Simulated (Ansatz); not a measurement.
Ansatz input file:

```yaml
crystal:
  lattice:
    - [5.912182085, 0.0, 0.0]
    - [-2.9560910425, 5.1200998774, 0.0]
    - [0.0, 0.0, 4.756222]
  atoms:
    - { symbol: Ti, position: [0.164251, 0.328502, 0.75] }
    - { symbol: Ti, position: [0.671498, 0.835749, 0.75] }
    - { symbol: Ti, position: [0.164251, 0.835749, 0.75] }
    - { symbol: Ti, position: [0.835749, 0.671498, 0.25] }
    - { symbol: Ti, position: [0.328502, 0.164251, 0.25] }
    - { symbol: Ti, position: [0.835749, 0.164251, 0.25] }
    - { symbol: Sn, position: [0.66666667, 0.33333333, 0.75] }
    - { symbol: Sn, position: [0.33333333, 0.66666667, 0.25] }
basis:
  ecutwfc: 500
kpoints:
  mp_grid: { grid: [6, 6, 4] }
hamiltonian:
  xc: r2scan
scf:
  occupations: { method: gaussian, width: 0.1 }
output:
  forces: true
  stress: true
  eigenvalues: true
```

Launched with
```bash
ansatz run input.yaml --threads 2 --pin off --max-ram 5120MiB --backend cpu --events-out ev --progress --plain --runs-dir out
```

Level of theory: DFT r2SCAN, scalar-relativistic, plane waves, PAW in Ansatz 0.2.0.

From the run's log, abridged:

```
Pseudopotentials: kind: paw
Pseudopotential: Ti, paw, valence charge 12, recommended cutoff 500 eV (meta_gga)
Pseudopotential: Sn, paw, valence charge 14, recommended cutoff 500 eV (meta_gga)
Functional definition: r2SCAN
Crystal: 8 atoms, lattice volume = 143.975 Å³
Basis set: ecut = 500 eV, 3665 PW (Γ), exchange–correlation on 180×180×144 points (64 copies of the dense FFT grid, shifted against one another)
Bands: 60, of which v1, the nominal top of the filled ones, is band 50 counted from 1 (49 counted from 0)
Symmetry: 24 space group operations
Space group: P63/mmc (ITA 194), of the structure as read, at distance tolerance 5.2e-5 Å
k-points: 21 of 144
Initial density: superposition of atomic densities (neutral atoms: chi_scale 0, normalization atom), corrected by the library's trained network
Initial wavefunctions: pseudopotential atomic-orbital guess
Functional: x = r2scan, c = r2scan; τ floored in thin density (d = 2e-4 eV/Å³)
SCF iter   1: F=—  HF=-27106.031497 eV  |F-HF|=—  |Δ(HF+E_count)|=         —  Δρ=1.49e-2  dr2=3.40e-1  dr2_τ=6.65e-2  ethr=1.77e-3  ⟨swp⟩=7.2  Hψ=5153  notcnv=0
SCF iter   2: F=—  HF=-27106.157236 eV  |F-HF|=—  |Δ(HF+E_count)|=   1.26e-1  Δρ=4.98e-3  dr2=3.57e-2  dr2_τ=3.15e-3  ethr=3.40e-4  ⟨swp⟩=2.7  Hψ=2573  notcnv=0  defer=45
SCF iter   3: F=—  HF=-27106.157395 eV  |F-HF|=—  |Δ(HF+E_count)|=   1.60e-4  Δρ=2.17e-3  dr2=4.61e-3  dr2_τ=4.77e-4  ethr=3.57e-5  ⟨swp⟩=2.0  Hψ=1517  notcnv=0  defer=45
SCF iter   4: F=—  HF=-27106.160031 eV  |F-HF|=—  |Δ(HF+E_count)|=   2.64e-3  Δρ=4.14e-4  dr2=1.71e-4  dr2_τ=6.27e-6  ethr=4.61e-6  ⟨swp⟩=3.0  Hψ=2276  notcnv=0  defer=45
SCF iter   5: F=—  HF=-27106.160133 eV  |F-HF|=—  |Δ(HF+E_count)|=   1.02e-4  Δρ=6.72e-5  dr2=5.67e-6  dr2_τ=3.10e-7  ethr=1.71e-7  ⟨swp⟩=2.0  Hψ=1561  notcnv=0  defer=45
SCF iter   6: F=—  HF=-27106.160113 eV  |F-HF|=—  |Δ(HF+E_count)|=   2.06e-5  Δρ=1.52e-5  dr2=2.21e-7  dr2_τ=1.05e-8  ethr=5.67e-9  ⟨swp⟩=2.9  Hψ=2176  notcnv=0  defer=45
SCF iter   7: F=-27106.160113 eV  HF=-27106.160113 eV  |F-HF|=9.28e-9  |Δ(HF+E_count)|=   1.74e-7  Δρ=4.54e-6  dr2=3.25e-8  dr2_τ=8.81e-10  ethr=1.00e-10  ⟨swp⟩=11.8  Hψ=5083  notcnv=0
SCF 1 converged in 7 iterations: F = -27106.160113 eV  dr2 = 3.25e-8
SCF converged after 7 iterations
Free energy (F): -27106.160113 eV
Harris-Foulkes:  -27106.160113 eV  (|F-HF|=9.28e-9)
Internal energy: -27106.116050 eV  (E = F + TS)
E sigma→0 (E₀):  -27106.138081 eV
Entropy (-TS):   -0.044063 eV (-5.508 meV/atom)
Fermi energy:    14.105381 eV
--- Per-component energies (eV) ---
  E_band       = -1066.162908
  E_kinetic    = 2014.787725
  E_local      = -6069.918411  (includes V_loc(G=0)·N_el)
  E_nonlocal   = -16.170065
  E_hartree    = 2883.971956
  E_xc         = -1307.642003
  E_vxc        = -1008.159777  (∫ρ·V_xc dr)
  E_paw        = -14668.109111  (= ΣΔE_a)
  E_vpaw       = -1822.990655  (= ΣTr[D̂ρ^β])
  E_aug_tail   = 0.000534  (compensation charges beyond the density's cutoff)
  E_vtau       = 68.354263  (kinetic-family band-sum trace: ∫τ·v_τ [+ j·A + Jᵃ·Aᵃ] dr)
  E_ewald      = -9942.986572
  E_core_change = -0.050103  (= ΣΔE_core)
  E_smearing   = -0.044063  (= −TS)
--- Forces (eV/Å), atoms counted from 1 ---
  atom   1  Ti     0.00000000     0.07176784     0.00000000
  atom   2  Ti    -0.06215277    -0.03588392     0.00000000
  atom   3  Ti     0.06215277    -0.03588392     0.00000000
  atom   4  Ti     0.00000000    -0.07176784     0.00000000
  atom   5  Ti     0.06215277     0.03588392     0.00000000
  atom   6  Ti    -0.06215277     0.03588392     0.00000000
  atom   7  Sn     0.00000000     0.00000000     0.00000000
  atom   8  Sn     0.00000000     0.00000000     0.00000000
--- Stress (GPa, compression-positive) ---
       -1.136696       0.000000       0.000000
        0.000000      -1.136696       0.000000
        0.000000       0.000000      -1.308274
  P = ⅓ Tr σ = -1.1939 GPa (-11.939 kbar)
--- Band table (eV; the first three rows and the last of 21) ---
  k-point 0: bands = ["-45.1802", "-45.1052", "-45.1052", "-45.0959", "-45.0644", "-45.0644", "-20.6114", "-20.5422", "-20.5054", "-20.5054", "-20.4500", "-20.4500", "-20.4383", "-20.4383", "-20.4279", "-20.3555", "-20.2185", "-20.2185", "-20.2032", "-20.1501", "-20.0835", "-20.0835", "-20.0696", "-20.0696", "-7.6667", "-7.6667", "-7.6584", "-7.6584", "-7.6522", "-7.6483", "-7.6483", "-7.6424", "-7.6233", "-7.6233", "4.0009", "6.3387", "10.6223", "10.6223", "10.8282", "11.1569", "11.1569", "11.4653", "12.0182", "12.6824", "12.6824", "12.8127", "12.9385", "13.0773", "13.0773", "13.4328", "14.5474", "14.5474", "14.5583", "14.6140", "14.6140", "15.9538", "15.9538", "16.0922", "16.1631", "16.163 ...
  k-point 1: bands = ["-45.1679", "-45.1083", "-45.0992", "-45.0992", "-45.0704", "-45.0704", "-20.5797", "-20.5654", "-20.5654", "-20.5387", "-20.5020", "-20.5020", "-20.4104", "-20.3361", "-20.3361", "-20.3335", "-20.2257", "-20.2062", "-20.2045", "-20.2045", "-20.0831", "-20.0831", "-20.0729", "-20.0729", "-7.6666", "-7.6666", "-7.6647", "-7.6647", "-7.6494", "-7.6422", "-7.6410", "-7.6410", "-7.6270", "-7.6270", "4.3945", "6.1195", "10.3456", "10.6182", "10.8547", "10.8547", "11.6175", "11.6175", "11.9922", "12.5267", "12.5267", "12.8738", "12.8738", "13.3676", "13.3962", "13.5296", "14.3241", "14.3241", "14.4171", "14.4171", "14.8868", "15.7642", "15.8671", "15.8671", "15.9157", "15.915 ...
  k-point 2: bands = ["-45.1381", "-45.1381", "-45.0848", "-45.0848", "-45.0848", "-45.0848", "-20.5686", "-20.5686", "-20.5686", "-20.5686", "-20.5413", "-20.5413", "-20.3279", "-20.3279", "-20.2799", "-20.2799", "-20.2332", "-20.2332", "-20.2332", "-20.2332", "-20.0797", "-20.0797", "-20.0797", "-20.0797", "-7.6672", "-7.6672", "-7.6672", "-7.6672", "-7.6443", "-7.6443", "-7.6337", "-7.6337", "-7.6337", "-7.6337", "5.3380", "5.3380", "9.9391", "9.9391", "11.5477", "11.5477", "11.5477", "11.5477", "12.7097", "12.7097", "12.7097", "12.7097", "12.8838", "12.8838", "13.6268", "13.6268", "13.9289", "13.9289", "13.9289", "13.9289", "15.7318", "15.7318", "15.7318", "15.7318", "15.7889", "15.7889" ...
  k-point 20: bands = ["-45.1156", "-45.1156", "-45.1074", "-45.1074", "-45.0848", "-45.0848", "-20.5574", "-20.5574", "-20.5172", "-20.5172", "-20.4491", "-20.4491", "-20.3552", "-20.3552", "-20.2565", "-20.2565", "-20.2501", "-20.2501", "-20.2270", "-20.2270", "-20.2071", "-20.2071", "-20.1036", "-20.1036", "-7.6569", "-7.6569", "-7.6536", "-7.6536", "-7.6406", "-7.6406", "-7.6372", "-7.6372", "-7.6357", "-7.6357", "5.8960", "5.8960", "9.0913", "9.0913", "10.1472", "10.1472", "12.0475", "12.0475", "12.0591", "12.0591", "13.3129", "13.3129", "13.4567", "13.4567", "13.7274", "13.7274", "14.4184", "14.4184", "14.6520", "14.6520", "14.7656", "14.7656", "15.7067", "15.7067", "15.7314", "15.7314 ...
```

Self-consistency was reached.

It took 12 s on 2 threads of Arm Neoverse V2, with other jobs on the host, peak memory 0.82 GiB.

The k mesh is coarse.